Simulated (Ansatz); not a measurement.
# Metals for microwave surfaces, plasmonics and heat sinking

A comparison from first-principles data. Surface loss at microwave frequencies, Drude damping in the near infrared and electronic heat conduction all follow from the resistivity and the plasma energy of a metal.

The yardstick is fcc Ag. Frequency 30 GHz, photon energy 0.8 eV, T = 300 K, Lorenz number 2.44×10⁻⁸ WΩ/K². All rows are cubic metals, run without spin polarisation.

**Data**

Methods, by column (Ansatz, a plane-wave PAW program): resistivity, plasma energy, N(E_F): PBEsol, Boltzmann equation with harmonic phonons, 300 K, mean over directions.

Working rules: R_s = √(πfμ₀ρ) = 6.283 mΩ × √(f ρ); ħγ = ħε₀ω_p²ρ = 0.1345 meV × (ħω_p)² ρ; quality = ω/γ; κ_e = L₀T/ρ = 732/ρ.

```
crystal              ρ (μΩ·cm)  ħω_p (eV)  N(E_F) (states/eV/atom)  surface resistance (mΩ)  damping ħγ (meV)  Drude quality  electronic κ (W/(m·K))
-------------------  ---------  ---------  -----------------------  -----------------------  ----------------  -------------  ----------------------
Be2Ag (Fd-3m, cF24)        6.1        5.8                     0.14                       85              27.6             29                     120
Ag3In (Cu3Au type)         5.4        8.2                     0.29                       80              48.8             16                     140
ScAg (CsCl type)            21        5.1                     0.72                      160              73.5             11                      35
fcc Ag, reference          1.6        9.2                     0.26                       44              18.2             44                     460
NaAu2 (Fd-3m, cF24)        8.7        5.6                     0.25                      100              36.7             22                      84
```

Whether these are the forms stable at ambient conditions was not checked: Be2Ag (Fd-3m, cF24); Ag3In (Cu3Au type); ScAg (CsCl type); NaAu2 (Fd-3m, cF24). Spin–orbit coupling is left out unless named.

**Worked example**

The steps for Be2Ag (Fd-3m, cF24):

1. R_s = 6.283 × √(30 × 6.1) = 85 mΩ
2. ħγ = 0.1345 × 5.8² × 6.1 = 27.6 meV
3. Drude quality: 800/27.6 = 29
4. κ_e = 732/6.1 = 120 W/(m·K)

**Result**

Ranking by Drude quality, highest first: fcc Ag (44 ± 8.2), Be2Ag (Fd-3m, cF24) (29 ± 5.4), NaAu2 (Fd-3m, cF24) (22 ± 4.1), Ag3In (Cu3Au type) (16 ± 3.0), ScAg (CsCl type) (11 ± 2.1). The ± follows from allowances picked for this note (resistivity 12 %, plasma energy 4 %, 12 % for the model), carried to first order and added in quadrature; ≈ joins neighbours closer than their two ± added in quadrature. At the edge of that rule, so that a last digit could turn the call: Be2Ag (Fd-3m, cF24) and NaAu2 (Fd-3m, cF24). 0 of the 4 others clearly beat the reference on this figure.

Wanted are high Drude quality and high plasma energy; no other row betters these on both counts: fcc Ag (44, 9.2). The reference is on the front.

**Caveats**

Only phonon scattering is included, so films lose more. Interband absorption, often the larger optical loss, is outside the Drude quality. Resistivities move by up to 12 % from half the mesh. The rows are a sample of cubic metals; oxides, V to Ni (no spin in these runs) and Tl, Pb, Bi were not drawn. Limits of the draw: cubic metals without O, V to Ni, Tl, Pb or Bi. As a rule kept out of such tables: 4f compounds, open-shell compounds run without a Hubbard term, cells found unstable in the tests at hand, cells close to a higher symmetry, and runs set to a pressure or over 12 % in volume from the crystal's fullest run.
